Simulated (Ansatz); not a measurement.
# Mg, omega (AlB2-type): geometry optimisation

Computed with Ansatz, DFT, r2SCAN, plane waves (500 eV) with PAW, scalar-relativistic. The PAW files were generated under PBE, with cores re-solved for the functional.

k-point mesh 7×7×10, Fermi-Dirac smearing 0.1 eV, no spin polarisation. Cell and atoms relax.

Starting structure:

```
Mg
1.0
     5.08280    0.00000    0.00000
    -2.54140    4.40183    0.00000
     0.00000    0.00000    3.11576
Mg
3
Cartesian
  0.0000 0.0000 0.0000
  0.0000 2.9346 1.5579
  2.5414 1.4673 1.5579
```

Question: What cell does the relaxation end in?

Answer: P6/mmm with a = 5.078 Å, c = 3.069 Å (c/a = 0.604); 22.85 Å³ per atom against 23.24 at the start (-1.7 %).

Question: How much energy does the relaxation gain?

Answer: 1.4 meV per atom.

Path of the relaxation (the plane waves are chosen anew near the end, which can shift the energy a little):

| step | E − E(final) (meV/atom) | V (Å³/atom) | P (GPa) | max force (eV/Å) |
| --- | --- | --- | --- | --- |
| 0 | 1.42 | 23.237 | -0.57 | 0.000 |
| 1 | -0.03 | 22.907 | -0.09 | 0.000 |
| 2 | -0.07 | 22.846 | 0.00 | 0.000 |
| 3 | 0.00 | 22.846 | 0.01 | 0.000 |
